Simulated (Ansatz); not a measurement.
Polymorphs of GaSb, each relaxed with DFT-PBEsol in the program Ansatz with PAW potentials:

A: rock salt (Fm-3m), a = 5.6961 Å, b = 5.6961 Å, c = 5.6961 Å, α = 90.00°, β = 90.00°, γ = 90.00°

B: P6_3mc, a = b = 4.3128 Å, c = 14.1546 Å, α = β = 90.00°, γ = 120.00°

C: zinc blende (F-43m), a = b = c = 6.112 Å, α = β = γ = 90.00°

D: P6_422, a = b = 4.345 Å, c = 9.414 Å, α = β = 90.00°, γ = 120.00°

E: NiAs type (P6_3/mmc), a = b = 3.8713 Å, c = 7.1476 Å, α = β = 90.00°, γ = 120.00°

Q: Put the candidates in order of energy per atom at 0 K, lowest first, for PBEsol.

A: C (+0 meV/atom), B (+5 meV/atom), D (+114 meV/atom), A (+151 meV/atom), E (+165 meV/atom)

Built on a structure type that need not be the filed one of that space group: B. Typed or built starts, not in the databases checked: A; D; E. Not the usual ambient phase: A; B; D; E. All cells were relaxed under the symmetry of their starts (and spin orders); stability against distortions was not tested throughout. Spin–orbit coupling is left out wherever it is not named.

Energies hold the estimated change up to a 700 eV cutoff; steps of a few meV lie near the error of the meshes.

Potentials: the earlier of the program's two PAW sets. The files were generated under PBE; for other functionals the program regenerates the frozen cores, and for LDA and PBEsol the local potential too.
